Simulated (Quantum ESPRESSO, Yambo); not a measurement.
## Levels of theory for the gap of AlN

AlN (wurtzite, space group P6_3mc, No. 186): one geometry, one set of PBEsol (Quantum ESPRESSO, PseudoDojo norm-conserving, 84 Ry, no spin-orbit coupling) orbitals, self-energies from Yambo (6×6×4 Γ-centred k mesh, 77 bands and a 8 Ry block in the screening, 77 bands in G with the Bruneval-Gonze terminator, plasmon pole fitted at 27.2 eV).

Cell and atoms were relaxed with PBEsol from Materials Project entry mp-661, within its symmetry.

| level | gap Γ → Γ (eV) | rough Yambo cost |
|---|---|---|
| PBEsol (Quantum ESPRESSO) | 4.10 | – |
| exchange only (Hartree-Fock self-energy on PBEsol orbitals) | 12.58 | about 1/9 (12 states) |
| static COHSEX@PBEsol | 6.75 | within a factor of two (2 states) |
| G0W0@PBEsol, plasmon pole | 5.58 | 1 (12 states) |

Bare exchange has no screening and gives the widest gap; static COHSEX screens it but leaves out the frequency dependence, which G0W0 restores.

Costs are rough ratios of core time on shared machines.

Nearest settings tried, and what they do to the gap: 49 bands in W, 49 bands in G: -6 meV; 3 Ry block (35 vectors against 123): -358 meV. Not varied: mesh. So the settings aren't converged at that level.
